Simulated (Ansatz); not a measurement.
Al₂Cu in space group P4/mmm (No. 123; Al on 2e, Cu on 1a) at seven volumes, the program Ansatz at the LDA level (PAW), shape and atoms relaxed at each. One row is withheld.

```json
[
 {"V (Å³/atom)": "13.985", "P (GPa)": "?"},
 {"V (Å³/atom)": "14.446", "P (GPa)": "7.55"},
 {"V (Å³/atom)": "14.907", "P (GPa)": "3.46"},
 {"V (Å³/atom)": "15.368", "P (GPa)": "0.00"},
 {"V (Å³/atom)": "15.829", "P (GPa)": "-2.91"},
 {"V (Å³/atom)": "16.290", "P (GPa)": "-5.35"},
 {"V (Å³/atom)": "16.751", "P (GPa)": "-7.40"}
]
```

### Question
Fit the shown pressures and predict the withheld one.

### Answer
Third-order Birch–Murnaghan: P = (3/2)B₀(x^(7/2) − x^(5/2))[1 + (3/4)(B′ − 4)(x − 1)] with x = (V₀/V)^(2/3). Least squares on the six rows gives V₀ = 15.368 Å³/atom, B₀ = 105.4 GPa, B′ = 4.75. At V = 13.985, x = 1.0649 and P = 12.44 GPa. The run itself gave 12.37 GPa.

The first step of the workflow began from a Materials Project structure, measured or hypothetical; the Crystallography Open Database copy checked does not list it. It is not the phase usual at ambient conditions (space group No. 140). The LDA relaxation kept the symmetry of its start; whether a distortion lowers the energy is not shown. No spin polarisation was allowed.

Potentials: the later of the program's two PAW sets.
